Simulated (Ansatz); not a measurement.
GaP built on the zincblende prototype, relaxed with r2SCAN: 6 runs in the PAW code Ansatz, each a construction of maximally localised Wannier functions. It is cubic, F-43m (No. 216); a = 5.451 Å in the conventional setting, 20.24 Å³ an atom. Around Ga lie 4 P at 2.36 Å; around P lie 4 Ga at 2.36 Å. No spin polarisation and no zero-point or thermal motion.

```
Ga P
1.0
     0.00000    2.72540    2.72540
     2.72540    0.00000    2.72540
     2.72540    2.72540    0.00000
Ga P
1 1
Cartesian
  0.0000 0.0000 0.0000
  1.3627 1.3627 1.3627
```

Windows count from the top of the filled bands; a dash means that no such window was set (without an outer window there is no disentanglement).

```
functional  SCF mesh  trial orbitals  functions   mesh  window (eV)  frozen (eV)  Ω total (Å²)  Ω invariant (Å²)  largest spread (Å²)  least projectability  interpolation miss of the model's filled bands (eV, to the nearest computed level)
       PBE     6×6×6        P s, P p          4  6×6×6            –            –          7.42              6.86                 1.86                  0.73                                                                               0.160
       PBE     6×6×6        P s, P p          4  4×4×4            –            –          6.43              5.84                 1.61                  0.75                                                                               0.358
       PBE     6×6×6             P p          3  6×6×6            –            –          9.13              8.58                 3.04                  0.52                                                                               0.159
    r2SCAN     6×6×6        P s, P p          4  6×6×6            –            –          7.27              6.71                 1.82                  0.74                                                                               0.133
     HSE06     6×6×6        P s, P p          4  6×6×6            –            –          7.02              6.46                 1.75                  0.75                                                                                   –
```

Q: Estimate from these rows what the further settings give.

| functional | SCF mesh | trial orbitals | functions | mesh | window (eV) | frozen (eV) |
| --- | --- | --- | --- | --- | --- | --- |
| PBE | 6×6×6 | P s, P p | 4 | 8×8×8 | – | – |

A:
```tsv
functional	SCF mesh	trial orbitals	functions	mesh	window (eV)	frozen (eV)	Ω total (Å²)	Ω invariant (Å²)	largest spread (Å²)	least projectability	interpolation miss of the model's filled bands (eV, to the nearest computed level)
PBE	6×6×6	P s, P p	4	8×8×8	–	–	7.89	7.36	1.97	0.73	0.073
```

For P s, P p with PBE the spread goes 6.43 Å² (4×4×4), 7.42 Å² (6×6×6), 7.89 Å² (8×8×8): finite differences on a coarse mesh understate it.
